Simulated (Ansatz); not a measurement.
A generator proposed this cell of MgCd5Se6.

```cif
data_structure
_symmetry_space_group_name_H-M 'P-3m1'
_symmetry_Int_Tables_number 164
_cell_length_a 4.1650
_cell_length_b 4.1650
_cell_length_c 20.4041
_cell_angle_alpha 90.000
_cell_angle_beta 90.000
_cell_angle_gamma 120.000
_cell_volume 306.53
loop_
_atom_site_label
_atom_site_type_symbol
_atom_site_symmetry_multiplicity
_atom_site_Wyckoff_symbol
_atom_site_fract_x
_atom_site_fract_y
_atom_site_fract_z
_atom_site_occupancy
Mg1 Mg 1 b 0.00000 0.00000 0.50000 1
Cd1 Cd 2 d 0.33333 0.66667 0.16667 1
Cd2 Cd 2 d 0.66667 0.33333 0.33333 1
Cd3 Cd 1 a 0.00000 0.00000 0.00000 1
Se1 Se 2 d 0.33333 0.66667 0.41667 1
Se2 Se 2 c 0.00000 0.00000 0.75000 1
Se3 Se 2 d 0.33333 0.66667 0.91667 1
```

The calculation used DFT PBE, scalar-relativistic, plane waves, PAW (Ansatz). Cutoff 420 eV; k points 6×6×1 on the computed 12-atom cell (Γ-centred); Gaussian smearing, width 0.10 eV; no spin polarisation.

The zero of energy is the elements' standard structures at the same level; no fitted shifts are applied.

Problem. How far from equilibrium is it?

Solution. The pressure is -4.6 GPa (the mean over three directions, positive in compression), the largest force is 0.32 eV/Å, and the energy is −0.56 eV/atom against the elements. The shortest distance is 2.95 Å.

Problem. Is it a good guess?

Solution. A fair one: relaxing gains under 0.1 eV/atom (the start's value is from the coarse mesh, so the gain is rough) in 9 ionic steps and ends at −0.60 eV/atom on the finer mesh. The symmetry stays P-3m1 (No. 164). The volume per atom shrinks by 9.3 %, from 25.5 to 23.2 Å³. The shortest distance goes from 2.95 Å (Cd–Se and Mg–Se) to 2.79 Å (Mg–Se). Conventional cell: a = 4.031 Å, c = 19.767 Å. Around Mg lie 6 Se at 2.79 Å; Cd on a site of symmetry 3m has 6 Se at 2.86 Å; Se on its first site is surrounded by 3 Mg at 2.79 Å and 3 Cd at 2.87 Å; 4 more sites not described.

The last run used a 12×12×2 mesh (in the run's order of axes) for its 12-atom cell and Gaussian smearing of 0.10 eV. The reference form of Se is held partly by dispersion forces, which this level lacks. The relaxation can't lower the symmetry of the start, and the grade says only how near the guess is to its own end. A structure relaxed within its symmetry needn't be a true minimum.
